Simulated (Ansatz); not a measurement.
LaScHO2 in space group P4/mmm (No. 123; La on 1d, Sc on 1a, O on 2f, H on 1b), a = 4.103 Å, b = 4.103 Å, c = 3.713 Å, α = 90.00°, β = 90.00°, γ = 90.00°.

This is the PBEsol-relaxed structure.

Problem. All from plane-wave PAW PBEsol (Ansatz code), unless another level is named. Estimate the electronic character.

Solution. metallic (no gap).

Problem. Predict the formation energy from the elements (no fitted shifts).

Solution. -2.40 eV/atom.

Problem. Give the density of states at the Fermi level.

Solution. 0.65 states/eV per atom (mean over ±0.08 eV).

Problem. Next, the gap with spin–orbit coupling?

Solution. none (metallic).

The start of the workflow was typed in or built on a structure type; neither database checked (COD, Materials Project) lists it. Its standing as an ambient phase is unchecked. The PBEsol relaxation kept the symmetry of its start; its stability against distortions is not shown here. The run is not spin-polarised. With an odd number of electrons in the cell and no spin polarisation, the count alone makes it a metal. The references are the lowest solids computed at this level, not always the standard phases (solids in place of the gases). Spin–orbit coupling is left out wherever it is not named.

Potentials: the earlier of the program's two PAW sets. The files were generated under PBE; for other functionals the program regenerates the frozen cores, and for LDA and PBEsol the local potential too.
